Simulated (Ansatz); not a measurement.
Relaxed candidate structures of Mg:

**A**
```
CELL_PARAMETERS angstrom
      3.17333     0.00000     0.00000
     -1.58667     2.74819     0.00000
      0.00000     0.00000     5.18313
ATOMIC_POSITIONS crystal
  Mg 0.33333 0.66667 0.75000
  Mg 0.66667 0.33333 0.25000
```

**B**
```cif
data_Mg2
_chemical_formula_sum 'Mg2'
_space_group_name_H-M_alt 'P 1'
_space_group_IT_number 1
_cell_length_a 4.85115
_cell_length_b 4.85115
_cell_length_c 4.85115
_cell_angle_alpha 60.000
_cell_angle_beta 60.000
_cell_angle_gamma 60.000
loop_
_space_group_symop_operation_xyz
  'x, y, z'
loop_
_atom_site_label
_atom_site_type_symbol
_atom_site_fract_x
_atom_site_fract_y
_atom_site_fract_z
_atom_site_occupancy
Mg1 Mg 0.75000 0.75000 0.75000 1
Mg2 Mg 0.50000 0.50000 0.50000 1
```

**C**
```cif
data_Mg8
_chemical_formula_sum 'Mg8'
_space_group_name_H-M_alt 'P 1'
_space_group_IT_number 1
_cell_length_a 5.69175
_cell_length_b 5.69175
_cell_length_c 5.69175
_cell_angle_alpha 90.000
_cell_angle_beta 90.000
_cell_angle_gamma 90.000
loop_
_space_group_symop_operation_xyz
  'x, y, z'
loop_
_atom_site_label
_atom_site_type_symbol
_atom_site_fract_x
_atom_site_fract_y
_atom_site_fract_z
_atom_site_occupancy
Mg1 Mg 0.25000 0.00000 0.50000 1
Mg2 Mg 0.75000 0.00000 0.50000 1
Mg3 Mg 0.00000 0.50000 0.25000 1
Mg4 Mg 0.00000 0.50000 0.75000 1
Mg5 Mg 0.50000 0.25000 0.00000 1
Mg6 Mg 0.50000 0.75000 0.00000 1
Mg7 Mg 0.00000 0.00000 0.00000 1
Mg8 Mg 0.50000 0.50000 0.50000 1
```

**D**
```cif
data_Mg
_chemical_formula_sum 'Mg1'
_space_group_name_H-M_alt 'P 1'
_space_group_IT_number 1
_cell_length_a 3.08154
_cell_length_b 3.08154
_cell_length_c 3.08154
_cell_angle_alpha 109.497
_cell_angle_beta 109.497
_cell_angle_gamma 109.419
loop_
_space_group_symop_operation_xyz
  'x, y, z'
loop_
_atom_site_label
_atom_site_type_symbol
_atom_site_fract_x
_atom_site_fract_y
_atom_site_fract_z
_atom_site_occupancy
Mg1 Mg 0.00000 0.00000 0.00000 1
```

Question: Order them by energy per atom (lowest first) at the level r2SCAN (plane waves to 500 eV, PAW, scalar-relativistic; Ansatz, a quantum-chemistry and plane-wave program).

Answer: A (reference), D (+0.03 eV/atom), C (+0.05 eV/atom), B (+0.89 eV/atom)

Each run could gain symmetry but not lose that of its start, so entries can be saddle points. From databases, or of a type measured for this composition: P6₃/mmc, hP2, hcp (Mg type); Im-3m, cI2, bcc (W type); the others are generated cells (placed on structure types, drawn at random, substituted or restacked) that were not matched to a known phase here. Energies are at zero temperature and pressure, without zero-point motion. The runs use different k-meshes, so differences are rounded accordingly. No spin polarisation in the result.
